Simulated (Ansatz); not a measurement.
A crystal relaxed with r2SCAN in the PAW code Ansatz has space group P-4m2 (No. 115) and a = 4.067 Å, c = 5.719 Å.

```csv
atom,site,x,y,z
Li,1a,0.0000,0.0000,0.0000
Xx,2g,0.0000,0.5000,0.2309
Tl,1c,0.5000,0.5000,0.5000
```

r2SCAN gives a direct gap of 1.20 eV at Γ. HSE06 gives a direct gap of 1.79 eV at Γ. PBE gives a direct gap of 0.93 eV at Γ. Meshes: r2SCAN 6×6×4, HSE06 4×4×4, PBE 6×6×4. r2SCAN's ε∞ is 6.5 along x and y, 5.5 along z.

**Question.** Which element is Xx?
A. O
B. Te
C. Se
D. S

**Answer.** D. Xx is S: LiTlS2 as one 4-atom ordering (P-4m2) on the zincblende lattice. Li has 4 S at 2.42 Å; S has 2 Li at 2.42 Å and 2 Tl at 2.55 Å; Tl has 4 S at 2.55 Å.

Note: simulated data, non-magnetic, for a generated structure that need not be the stable one.

Spin-orbit coupling is left out; in compounds of Pb, Bi, Tl or Hg it can lower a gap by up to about 1 eV, split its edges or invert the bands.

The meshes of the hybrids are coarse, so their gaps aren't converged to the digits shown.
